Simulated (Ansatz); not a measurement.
Fe (bcc (W type), space group No. 229) at seven volumes, PBE+D3(BJ) in the plane-wave PAW code Ansatz, scaled uniformly. One row is withheld.

```json
[
 {"V (Å³/atom)": "10.038", "P (GPa)": "25.77"},
 {"V (Å³/atom)": "10.369", "P (GPa)": "15.87"},
 {"V (Å³/atom)": "10.700", "P (GPa)": "7.18"},
 {"V (Å³/atom)": "11.031", "P (GPa)": "0.03"},
 {"V (Å³/atom)": "11.362", "P (GPa)": "-5.37"},
 {"V (Å³/atom)": "11.693", "P (GPa)": "-10.09"},
 {"V (Å³/atom)": "12.024", "P (GPa)": "?"}
]
```

### Question
Fit the shown pressures and predict the withheld one.

### Answer
P = (3/2)B₀(x^(7/2) − x^(5/2))[1 + (3/4)(B′ − 4)(x − 1)] with x = (V₀/V)^(2/3). Least squares on the six rows gives V₀ = 11.045 Å³/atom, B₀ = 208 GPa, B′ = 5.54. At V = 12.024, x = 0.9450 and P = -13.96 GPa. The run itself gave -14.32 GPa.

Space group Im-3m (bcc (W type)). Symmetry was held in the PBE+D3(BJ) relaxation. Magnetic state: ferromagnetic, chosen from 3 collinear starts compared on coarse meshes (ties went to the first, and starts can fall back to one state), not a proven ground state. Textbook magnetic order: ferromagnetic. The pairwise dispersion correction was not fitted to metals.

Potentials: the later of the program's two PAW sets.
